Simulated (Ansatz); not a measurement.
Relax this structure to zero stress and force, keeping its symmetry:

```cif
data_structure
_symmetry_space_group_name_H-M 'Pm-3m'
_symmetry_Int_Tables_number 221
_cell_length_a 3.6487
_cell_length_b 3.6487
_cell_length_c 3.6487
_cell_angle_alpha 90.000
_cell_angle_beta 90.000
_cell_angle_gamma 90.000
_cell_volume 48.57
loop_
_atom_site_label
_atom_site_type_symbol
_atom_site_symmetry_multiplicity
_atom_site_Wyckoff_symbol
_atom_site_fract_x
_atom_site_fract_y
_atom_site_fract_z
_atom_site_occupancy
Ca1 Ca 1 a 0.00000 0.00000 0.00000 1
Zn1 Zn 1 b 0.50000 0.50000 0.50000 1
```

Level of theory: Ansatz 0.2.0, DFT r2SCAN, scalar-relativistic, plane waves, PAW.

Cutoff 500 eV; k points 12×12×12 on the computed 2-atom cell (Γ-centred); Gaussian smearing, width 0.10 eV; no spin polarisation.

Question: What does it relax to?

Answer: The volume increases by 0.08 Å³/atom to 24.37 Å³/atom, and the energy changes by under 0.1 meV/atom. Final structure:
```
Ca Zn
1.0
     3.65289    0.00000    0.00000
     0.00000    3.65289    0.00000
     0.00000    0.00000    3.65289
Ca Zn
1 1
Direct
  0.00000 0.00000 0.00000
  0.50000 0.50000 0.50000
```

Course of the relaxation (steps run on the plane waves of an earlier cell, and the basis is chosen afresh near the end, so energy and pressure can step there; trial steps that raised the energy were taken back; energies are free energies):

```csv
step,P (GPa),V (Å³/atom)
1,0.15,24.29
2,0.02,24.37
3,0.02,24.37
```